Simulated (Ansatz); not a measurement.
## Ti₂O: how the free axis answers a strain

Ti₂O, P-3m1, a = 2.953 Å, c = 4.724 Å. The structure is a COD entry; whether it is the stable form wasn't checked. Ansatz: PBEsol, PAW, 420 eV, Γ-centred 24×24×12 mesh on 3 atoms, Gaussian smearing 0.10 eV; no spin polarisation. Series: uniaxial strain along c, with a, b and atoms relaxed; x is the strain in per cent. y is the change of a in per cent of 2.953 Å.

```tsv
x (%)	y (%)
-2.0	?
-1.0	0.29
0.0	0.00
1.0	-0.28
2.0	-0.55
```

Question: Fit y = c1 x + c2 x² to the other rows, say what c1 measures, and predict the missing y.

Answer: Least squares on the rows shown. y = −0.2850 x + 0.005000 x². So −c1 = 0.285 is Poisson's ratio for this pair of axes. At x = -2.0 the fit asked for gives 0.59 %. The run gave 0.60 %, so the fit is 0.01 % too low, a small miss on the scale of the series. The form still works here, 33 % of the fitted range beyond its end.

Spin polarisation was left out, and a magnetic state may lie lower.